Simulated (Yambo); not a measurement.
Yambo run on GeO2 (rutile, space group P4_2/mnm, No. 136). The wavefunctions come from this Quantum ESPRESSO step (PBE, PseudoDojo stringent norm-conserving files, scalar-relativistic):

```
&CONTROL
  calculation = 'nscf'
  pseudo_dir = './pseudo'
  outdir = './out'
/
&SYSTEM
  ibrav = 0
  nat = 6
  ntyp = 2
  ecutwfc = 124.0
  ecutrho = 496.0
  occupations = 'fixed'
  force_symmorphic = .true.
  nbnd = 206
/
&ELECTRONS
  conv_thr = 6.000000000000001e-09
  diago_full_acc = .true.
  diago_thr_init = 1e-08
/
ATOMIC_SPECIES
O 15.9990 O.upf
Ge 72.6300 Ge.upf
CELL_PARAMETERS angstrom
  4.423013886000   0.000000000000   0.000000000000
  0.000000000000   4.423013886000   0.000000000000
  0.000000000000   0.000000000000   2.883534622000
ATOMIC_POSITIONS crystal
O   0.693657702600   0.693657702600   0.000000000000
O   0.306342297400   0.306342297400   0.000000000000
O   0.806342297400   0.193657702600   0.500000000000
O   0.193657702600   0.806342297400   0.500000000000
Ge   0.500000000000   0.500000000000   0.500000000000
Ge   0.000000000000   0.000000000000   0.000000000000
K_POINTS automatic
4 4 4 0 0 0
```

Yambo input:

```
rim_cut
gw0
dyson
el_el_corr
HF_and_locXC
ppa
em1d
RandQpts= 1000000
RandGvec= 1 Ry
EXXRLvcs= 124 Ry
VXCRLvcs= 496 Ry
Chimod= "HARTREE"
% BndsRnXp
 9 | 205 |
%
NGsBlkXp= 12 Ry
% LongDrXp
 1.0 | 1.0 | 1.0 |
%
PPAPntXp= 27.2114 eV
% GbndRnge
 1 | 205 |
%
GTermKind= "BG"
DysSolver= "n"
ExtendOut
% QPkrange
 1 | 1 | 34 | 35 |
 9 | 9 | 34 | 35 |
 16 | 16 | 34 | 35 |
 18 | 18 | 34 | 35 |
%
```

k points by index: 1 = Γ, 9 = R, 16 = M, 18 = A.

Table of the .qp output:

```
#    K-point    Band    Eo [eV]    E [eV]    E-Eo [eV]    Vxc [eV]    Vnlxc [eV]    Sc|Eo [eV]    Sc|E [eV]    dSc/dw|Eo [eV]    Re(Z)    Im(Z)
#
    1    34    0.000000    -0.864609    -0.864609    -20.96902    -26.90729    4.846984    5.073664    -7.133326    0.792301    -0.001065
    1    35    1.676628    2.505484    0.828856    -18.33733    -14.03826    -3.306059    -3.470218    -5.389023    0.834694    -0.787420E-3
    9    34    -1.375338    -2.197637    -0.822299    -20.95130    -26.16125    4.177771    4.387652    -6.944349    0.796684    -0.001264
    9    35    6.256189    7.767426    1.511237    -19.64788    -13.56228    -4.242357    -4.574368    -5.977916    0.819883    -0.812100E-3
    16    34    -1.470882    -2.546772    -1.075890    -19.71389    -26.08098    5.004138    5.291198    -7.259595    0.789399    -0.001016
    16    35    4.814569    6.059070    1.244501    -18.76931    -13.23073    -4.033077    -4.294077    -5.706568    0.826642    -0.753337E-3
    18    34    -1.146081    -2.164020    -1.017939    -20.04754    -26.35778    5.020537    5.292296    -7.263718    0.789304    -0.001192
    18    35    4.563936    5.762752    1.198817    -17.99756    -12.66109    -3.894837    -4.137650    -5.511196    0.831577    -0.843651E-3
```
(The two width columns are left out.) Convergence of these settings isn't established.

Spin-orbit coupling is not included.

Geometry relaxed with PBEsol.
